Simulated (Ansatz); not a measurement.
BeS:
```
BeS
1.0
    0.00000     2.31715     2.31715
    2.31715     0.00000     2.31715
    2.31715     2.31715     0.00000
S Be
1 1
Direct
  0.00000   0.00000   0.00000
  0.50000   0.50000   0.50000
```

Relaxed with r²SCAN. Special points in fractions of this cell's reciprocal vectors: Γ (0.000, 0.000, 0.000); X (0.500, 0.000, 0.500); U (0.625, 0.250, 0.625); K (0.375, 0.375, 0.750); L (0.500, 0.500, 0.500); W (0.500, 0.250, 0.750).

Task: List the band energies nearest the valence-band maximum at these points for DFT-r²SCAN in the program Ansatz with PAW potentials.

Result: In eV from the valence-band maximum; about four levels below and three above (degenerate sets whole), none deeper than 8.9 eV; points with the same levels are listed once.

```json
[
 {"k": "Γ", "below": "-0.28 -0.28 -0.28", "above": "6.20 9.27 9.27 9.27"},
 {"k": "X", "below": "-6.97 -3.27 -3.27", "above": "1.33 4.81 12.98 12.98"},
 {"k": "U", "below": "-6.24 -5.30 -2.56", "above": "2.68 8.08 8.81"},
 {"k": "L", "below": "-7.46 -0.55 -0.55", "above": "4.45 4.45 4.82"},
 {"k": "W", "below": "-5.56 -5.56 -4.06", "above": "5.35 6.21 9.92 9.92"}
]
```

Space group Fm-3m (rock salt). The start of the workflow was typed in or built on a structure type; neither database checked (COD, Materials Project) lists it. COD files the formula under space group No. 216, so this cell is another polymorph or a model. Its standing as an ambient phase is unchecked. The cell was relaxed with r²SCAN under the symmetry of its start; whether a distortion lowers the energy is not shown.

Potentials: the later of the program's two PAW sets.
